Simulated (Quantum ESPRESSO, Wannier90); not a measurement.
## Wannierisation of ZrSe2 (CdI2 type)

Materials Project entry mp-2076; symmetrised, unrelaxed at this level. COD (Crystallography Open Database) has an entry of this formula and space group (matched by these alone). Method: PBE plane waves in Quantum ESPRESSO 7.5 (PseudoDojo norm-conserving files, 69 Ry, no spin polarisation, no spin-orbit coupling), Bloch states on a 12×12×6 mesh through Γ, Wannier90 4.0.1. Density: 12×12×6 mesh, Gaussian smearing 0.01 Ry. The cell is built of weakly bound layers, chains or molecules, whose nearest atoms lie 3.95 Å apart. Database cells relaxed without dispersion often hold them too far apart, which can enlarge gaps and weakens couplings between them; spacing and stacking were not compared with the measured crystal. Spin-orbit coupling, left out, would split the p-like bands by a few tenths of an eV.

```
begin unit_cell_cart
ang
    3.8111501223    0.0000000000    0.0000000000
   -1.9055750611    3.3005528235    0.0000000000
    0.0000000000    0.0000000000    6.3999100000
end unit_cell_cart
mp_grid = 12 12 6
```

Problem. Which shells of neighbouring k-points and which b-vectors and weights does Wannier90 pick for this cell and mesh?

Solution. 
```
 *---------------------------------- K-MESH ----------------------------------*
 +----------------------------------------------------------------------------+
 |                    Distance to Nearest-Neighbour Shells                    |
 |                    ------------------------------------                    |
 |          Shell             Distance (Ang^-1)          Multiplicity         |
 |          -----             -----------------          ------------         |
 |             1                   0.158640                      6            |
 |             2                   0.163627                      2            |
 |             3                   0.227904                     12            |
 |             4                   0.274772                      6            |
 |             5                   0.317279                      6            |
 |             6                   0.319802                     12            |
 |             7                   0.327254                      2            |
 |             8                   0.356987                     12            |
       ... (lines left out)
 +----------------------------------------------------------------------------+
 | The b-vectors are chosen automatically                                     |
 | The following shells are used:                       1,  2                 |
 +----------------------------------------------------------------------------+
 |                        Shell   # Nearest-Neighbours                        |
 |                        -----   --------------------                        |
 |                          1               6                                 |
 |                          2               2                                 |
 +----------------------------------------------------------------------------+
 | Completeness relation is fully satisfied [Eq. (B1), PRB 56, 12847 (1997)]  |
 +----------------------------------------------------------------------------+
 |                  b_k Vectors (Ang^-1) and Weights (Ang^2)                  |
 |                  ----------------------------------------                  |
 |            No.         b_k(x)      b_k(y)      b_k(z)        w_b           |
 |            ---        --------------------------------     --------        |
 |             1         0.000000    0.158640    0.000000    13.245089        |
 |             2         0.137386    0.079320    0.000000    13.245089        |
 |             3         0.000000   -0.158640    0.000000    13.245089        |
 |             4         0.137386   -0.079320    0.000000    13.245089        |
 |             5        -0.137386   -0.079320    0.000000    13.245089        |
 |             6        -0.137386    0.079320    0.000000    13.245089        |
 |             7         0.000000    0.000000    0.163627    18.674995        |
 |             8         0.000000    0.000000   -0.163627    18.674995        |
```
